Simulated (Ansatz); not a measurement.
ZrRh:
```yaml
crystal:
  lattice:
    - [1.68002, -9.73156, 0.00000]
    - [1.68002, 9.73156, 0.00000]
    - [0.00000, 0.00000, 4.31740]
  atoms:
    - { symbol: Zr, position: [0.56153, 0.43847, 0.25000] }
    - { symbol: Zr, position: [0.43847, 0.56153, 0.75000] }
    - { symbol: Zr, position: [0.69494, 0.30506, 0.75000] }
    - { symbol: Zr, position: [0.30506, 0.69494, 0.25000] }
    - { symbol: Rh, position: [0.94303, 0.05697, 0.25000] }
    - { symbol: Rh, position: [0.05697, 0.94303, 0.75000] }
    - { symbol: Rh, position: [0.83165, 0.16835, 0.75000] }
    - { symbol: Rh, position: [0.16835, 0.83165, 0.25000] }
```

This is the PBEsol-relaxed structure.

Q: All from PBEsol in the plane-wave PAW code Ansatz, unless another level is named. Give the highest zone-centre frequency.

A: 225 cm⁻¹.

Q: Give the bulk modulus (Birch–Murnaghan fit).

A: 172 GPa.

Space group Cmcm. The workflow started from a Materials Project entry (that database holds measured and hypothetical structures alike); the Crystallography Open Database copy checked does not list it. COD files the formula under space group No. 62, 221. Whether it is the stable phase at ambient conditions was not checked. The PBEsol relaxation kept the symmetry of its start; its stability against distortions is not shown here. No spin polarisation was allowed. As this level gives no gap, phonon frequencies hold no LO–TO term and depend on the k-mesh and smearing (Fermi–Dirac, 0.1 eV here).

Potentials: the later of the program's two PAW sets.
